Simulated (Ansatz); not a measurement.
Input:

BaTiO3:
```yaml
crystal:
  lattice:
    - [3.95535, 0.00000, 0.00000]
    - [0.00000, 3.95535, 0.00000]
    - [0.00000, 0.00000, 4.04455]
  atoms:
    - { symbol: Ti, position: [0.50000, 0.50000, 0.44701] }
    - { symbol: Ba, position: [0.00000, 0.00000, 0.93175] }
    - { symbol: O, position: [0.50000, 0.50000, 0.90192] }
    - { symbol: O, position: [0.50000, 0.00000, 0.41266] }
    - { symbol: O, position: [0.00000, 0.50000, 0.41266] }
```

This is the PBEsol-relaxed structure.

Q: All from plane-wave PAW PBEsol (Ansatz code), unless another level is named. Estimate the band gap.

A: 1.85 eV (indirect).

Q: And the conduction-band minimum?

A: at Γ.

Space group P4mm. The PBEsol relaxation kept the symmetry of its start. The run is not spin-polarised. Spin–orbit coupling is left out wherever it is not named.

Potentials: the later of the program's two PAW sets.
